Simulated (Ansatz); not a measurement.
A generated cell, not matched to a known phase here, of ZrRe₂: Fd-3m, origin choice 1 (No. 227), cF24, cubic Laves (MgCu2 type); a = b = c = 7.4283 Å, α = β = γ = 90.00°; Zr 8a (0.000, 0.000, 0.000); Re 16d (0.625, 0.625, 0.625). Calculation: PBEsol (plane waves to 420 eV, PAW, scalar-relativistic; Ansatz, a program for electronic structure). Element references, the lowest calculated here: Zr (P6/mmm, not the ambient form), Re (P6₃/mmc).

Total energies (eV/atom, σ → 0; comparable only within this code, potentials and settings):

```csv
phase,E (eV/atom)
ZrRe2 (Fd-3m),-8534.694
Zr (P6/mmm),-4128.645
Re (P6₃/mmc),-10737.248
```

Question: What is the formation energy of this Fd-3m form of ZrRe2 from the elements?

Answer: E_f = -8534.694 − [1 × (-4128.645) + 2 × (-10737.248)] / 3 = -0.31 eV/atom (-0.9 eV per formula unit).

A lower structure of this composition may exist.

Static energies, no anion corrections, no zero-point energy. Values are rounded to 0.01 eV/atom. Not shown to be the ambient phase of their composition (a lower form may be missing, and a cell relaxed within its start's symmetry can be a saddle point): ZrRe2 (Fd-3m). Spin-orbit coupling is missing from these energies, which matters for elements this heavy. The compounds carry no spin polarisation.
